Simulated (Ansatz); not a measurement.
ZrIn₃:
Space group I4/mmm (No. 139); a = b = 4.2555 Å, c = 9.8891 Å, α = β = γ = 90.00°

```json
[
 {"atom": "Zr", "site": "2a", "symmetry": "4/mmm", "x": "0.0000", "y": "0.0000", "z": "0.0000"},
 {"atom": "In", "site": "4d", "symmetry": "-4m2", "x": "0.0000", "y": "0.5000", "z": "0.2500"},
 {"atom": "In", "site": "2b", "symmetry": "4/mmm", "x": "0.0000", "y": "0.0000", "z": "0.5000"}
]
```
(The calculation used a cell of 4 atoms; values per cell refer to that cell.)

This is the r²SCAN-relaxed structure.

All from r²SCAN (plane waves, PAW; program Ansatz), unless another level is named. Give the formation energy from the elements (no fitted shifts).

-0.34 eV/atom.

Give the density of states at the Fermi level.

0.32 states/eV per atom (mean over ±0.08 eV).

The workflow started from a Materials Project entry (that database holds measured and hypothetical structures alike); the Crystallography Open Database copy checked does not list it. With Zr and In taken as one species the cell has the higher symmetry I4/mmm, so it may be an ordered model of a mixed-site phase. Whether it is the stable phase at ambient conditions was not checked. The r²SCAN relaxation kept the symmetry of its start; its stability against distortions is not shown here. The run is not spin-polarised. Axis ratios of metals converge slowly with the k-mesh, so a and c are less sure than the volume. The references are the lowest solids computed at this level, not always the standard phases. Scalar-relativistic: spin–orbit coupling is off unless named, which matters more the heavier the elements.

Potentials: the earlier of the program's two PAW sets.
